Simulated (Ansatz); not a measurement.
In₂O₃:
Space group P-3m1 (No. 164); a = b = 3.4178 Å, c = 6.0542 Å, α = β = 90.00°, γ = 120.00°

```json
[
 {"atom": "In", "site": "2d", "symmetry": "3m.", "x": "0.3333", "y": "0.6667", "z": "0.2377"},
 {"atom": "O", "site": "2d", "symmetry": "3m.", "x": "0.6667", "y": "0.3333", "z": "0.3463"},
 {"atom": "O", "site": "1a", "symmetry": "-3m.", "x": "0.0000", "y": "0.0000", "z": "0.0000"}
]
```

Relaxed with r²SCAN+D4. 

Problem. HSE06 on this cell (Ansatz, a quantum-chemistry and plane-wave program, PAW) gives a gap of 2.21 eV. What does r²SCAN+D4 give?

Solution. 1.34 eV.

Cost on shared cores: the r²SCAN+D4 run (SCF on a 9×9×5 mesh, then bands and DOS) around 40 core-seconds (rough), the HSE06 run (SCF on 6×6×3, then a few points) around 90 core-seconds (rough); the tasks are unlike.

The start of the workflow was typed in or built on a structure type; neither database checked (COD, Materials Project) lists it. It is not the phase usual at ambient conditions (space group No. 206). Symmetry was held in the r²SCAN+D4 relaxation. At this level the phase is mechanically unstable. The volume moved by -25 % from the start of the relaxation. Spin–orbit coupling is left out wherever it is not named.

Potentials: the earlier of the program's two PAW sets.

Ansatz is a plane-wave DFT program.
